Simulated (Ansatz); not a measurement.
**Kick test of a cell of Mg2Zn3O5**

The structure comes from a generated guess, relaxed at this level; another structure or a mixture of phases may lie lower.

Computed with DFT PBE, scalar-relativistic, plane waves, PAW (Ansatz). Settings: cutoff 420 eV, Γ-centred mesh 12×12×12 on the computed 10-atom cell, Gaussian smearing of 0.02 eV; no spin polarisation.

The cell below (10 atoms, space group R-3m (No. 166)) is relaxed within its symmetry.

```
Mg Zn O
1.0
     1.52259    0.87907   12.37367
    -1.52259    0.87907   12.37367
     0.00000   -1.75814   12.37367
Mg Zn O
2 3 5
Cartesian
  0.0000 0.0000 33.4000
  0.0000 0.0000 3.7210
  0.0000 0.0000 11.1185
  0.0000 0.0000 18.5605
  0.0000 0.0000 26.0025
  0.0000 0.0000 22.2207
  0.0000 0.0000 7.4575
  0.0000 0.0000 29.6635
  0.0000 0.0000 14.9003
  0.0000 0.0000 0.0000
```

For the test it was strained at random (σ = 1.5 % a component), the atoms were moved at random (σ = 0.05 Å), and all was relaxed again on a coarse 6×6×6 mesh (in the run’s order of axes) with 0.10 eV smearing, with no symmetry imposed.

Question: What happens?

Answer: It returns, within 1 meV/atom of the unmoved cell on that mesh and with the same symmetry when read at 0.1 Å. No instability shows in this cell; modes of other wave vectors, which need another repeat, aren't tested.
